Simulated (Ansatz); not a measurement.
TiB2 (AlB2 type, space group P6/mmm)

```yaml
crystal:
  lattice:
    - [3.03199, 0.00000, 0.00000]
    - [-1.51599, 2.62578, 0.00000]
    - [0.00000, 0.00000, 3.22437]
  atoms:
    - { symbol: Ti, position: [0.00000, 0.00000, 0.00000] }
    - { symbol: B, position: [0.33333, 0.66667, 0.50000] }
    - { symbol: B, position: [0.66667, 0.33333, 0.50000] }
```

In this cell atom 1 (Ti, nearest neighbour B at 2.380 Å; its periodic images, 3.0 Å or more away, move with it) is moved by s towards the nearest neighbour, unit vector (0.637, 0.368, -0.677); all other atoms and the cell stay fixed.

Level of theory: PBE (plane waves to 420 eV, PAW, scalar-relativistic; Ansatz, an electronic-structure program). k mesh 14×14×12 (Γ-centred), Fermi-Dirac smearing 0.05 eV. Energies are smeared free energies. With partly filled bands, energies and forces of such displacements shift with the k mesh and the smearing. TiB2 is run without spin polarisation. TiB2 was relaxed with its symmetry unable to fall. ΔE is measured from the undisplaced structure. The last digit holds for this mesh only.

```json
[
 {"s (Å)": "-0.240", "ΔE (meV/cell)": "424.4"},
 {"s (Å)": "-0.192", "ΔE (meV/cell)": "268.6"},
 {"s (Å)": "-0.144", "ΔE (meV/cell)": "withheld"},
 {"s (Å)": "-0.096", "ΔE (meV/cell)": "66.3"},
 {"s (Å)": "-0.048", "ΔE (meV/cell)": "16.5"},
 {"s (Å)": "0.000", "ΔE (meV/cell)": "0.0"},
 {"s (Å)": "0.048", "ΔE (meV/cell)": "16.5"},
 {"s (Å)": "0.096", "ΔE (meV/cell)": "66.3"},
 {"s (Å)": "0.144", "ΔE (meV/cell)": "withheld"},
 {"s (Å)": "0.192", "ΔE (meV/cell)": "268.6"},
 {"s (Å)": "0.240", "ΔE (meV/cell)": "424.4"}
]
```

### Question
Fit an even polynomial form (powers 2, 4) to the given rows and predict ΔE at s = 0.144.

### Answer
Least squares on the 9 given rows: ΔE = (7147)·s² + (3837)·s⁴, in meV/cell with s in Å; root-mean-square residual 0.06 meV/cell. At 0.144 the fit gives 149.9 meV/cell; the calculation gives 149.9 meV/cell, the same to the digits shown. The quadratic term alone would give 148.2 meV/cell.

(A displaced cell: forces are minus the slopes of the energy, force constants its curvatures, and phonons follow from these.)
